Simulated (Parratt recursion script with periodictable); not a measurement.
A film on top of a Si/Mo multilayer on Si at 13.5 nm

```
layer, from the top  thickness (Å)  density (g/cm³)  rms roughness of its top face (Å)  δ at 13.5 nm  β at 13.5 nm
-------------------  -------------  ---------------  ---------------------------------  ------------  ------------
Si (in each period)           42.4            2.313                                  5  9.927 × 10⁻⁴      0.001813
Mo (in each period)           28.2           10.026                                  5       0.07476      0.006314
Si (substrate)                   –            2.313                                  5  9.927 × 10⁻⁴      0.001813
```

The refractive index is n = 1 − δ + iβ; the runs take δ and β at each wavelength of the scan. Vacuum lies above.

Densities are inputs, not measurements. They were set from computed cells of the Materials Project: Si from entry mp-149 (Fd-3m, 2.313 g/cm³); Mo from entry mp-129 (Im-3m, 10.026 g/cm³); Si3N4 from entry mp-988 (P6₃/m, 3.202 g/cm³). A layer's crystal structure does not enter its constants, only its composition and density.

Model: EUV and soft X-ray reflectivity, Parratt recursion, Névot-Croce roughness, Henke tables. Program: Parratt recursion script with periodictable 1.7.1.

Light falls at α = 10° from the surface normal. It is p-polarised. The wavelength is scanned from 12.42 to 14.58 nm in 161 evenly spaced points, without smoothing. R at 13.5 nm is the value at the middle scan point.

The pair is repeated 100 times. A second run adds one film on top, with 5 Å rms roughness on its surface.

| film | thickness d (Å) | density (g/cm³) | δ at 13.5 nm | β at 13.5 nm | R at 13.5 nm (%) |
|---|---|---|---|---|---|
| none | – | – | – | – | 68.7 |
| Si3N4 | 300 | 3.202 | 0.02501 | 0.008674 | ? |

Task: Estimate R at 13.5 nm under 300 Å of Si3N4.

Result: Light crosses the film twice, so the mirror's amplitude R₀^½ falls to a = R₀^½ exp[−4πβ(1 − δ)d/(λc)], with λ = 135 Å and c = [(1 − δ)² − sin²α]^½ (sin²α = 0.0302). The film surface reflects an amplitude of about f = |(1 − n)/(1 + n)|, the value for a smooth face at normal incidence, whose phase against a this estimate leaves open. Reflection at the film's lower face is left out.

For Si3N4: c = 0.9594, exponent 4πβ(1 − δ)d/(λc) = 0.246, a = 0.648, a² = 42.0 %; f = 0.013. With f in or out of phase, (a ± f)² spans 40.3 to 43.7 %.

The run gave 43.1 %, 1.03 times a² and inside that span.
